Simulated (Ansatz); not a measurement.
PbS:
```xyz
8
Lattice="8.4178 0.0000 0.0000 0.0000 4.2089 0.0000 0.0000 0.0000 5.9482" Properties=species:S:1:pos:R:3 pbc="T T T"
Pb     1.0512     3.1567     4.4608
Pb     7.3666     1.0522     1.4873
Pb     3.1577     1.0522     1.4867
Pb     5.2602     3.1567     4.4614
S      7.3666     1.0522     4.4616
S      1.0512     3.1567     1.4866
S      5.2601     3.1567     1.4875
S      3.1577     1.0522     4.4607
```

Relaxed with r²SCAN+D4. Special points in fractions of this cell's reciprocal vectors: Γ (0.000, 0.000, 0.000); X (0.500, 0.000, 0.000); S (0.500, 0.500, 0.000); Y (0.000, 0.500, 0.000); Z (0.000, 0.000, 0.500); U (0.500, 0.000, 0.500); R (0.500, 0.500, 0.500); T (0.000, 0.500, 0.500).

Question: List the band energies nearest the valence-band maximum at these points for DFT-r²SCAN+D4 with spin–orbit coupling in the program Ansatz with PAW potentials.

Answer: In eV from the valence-band maximum; about four levels below and three above (degenerate sets whole), none deeper than 8.9 eV; points with the same levels are listed once.

```csv
k,below,above
Γ,-0.84 -0.84 -0.84 -0.84,1.27 1.27 1.27 1.27
X,-1.29 -1.29 -1.29 -1.29,2.20 2.20 2.20 2.20
S,-2.31 -2.31 -2.31 -2.31 -2.31 -2.31 -2.31 -2.31,3.22 3.22 3.22 3.22 3.22 3.22 3.22 3.22
Z,0.00 0.00 0.00 0.00,0.15 0.15 0.15 0.15
U,-1.14 -1.14 -1.14 -1.14 -1.14 -1.14 -1.14 -1.14,1.47 1.47 1.47 1.47 1.47 1.47 1.47 1.47
R,-1.07 -1.07 -1.07 -1.07 -1.07 -1.07 -1.07 -1.07,1.53 1.53 1.53 1.53 1.53 1.53 1.53 1.53
```

Space group Fm-3m (rock salt). The cell was relaxed with r²SCAN+D4 under the symmetry of its start. Point labels and valley counts follow the cell and symmetry of the run, lower than the named group.

Potentials: the later of the program's two PAW sets.
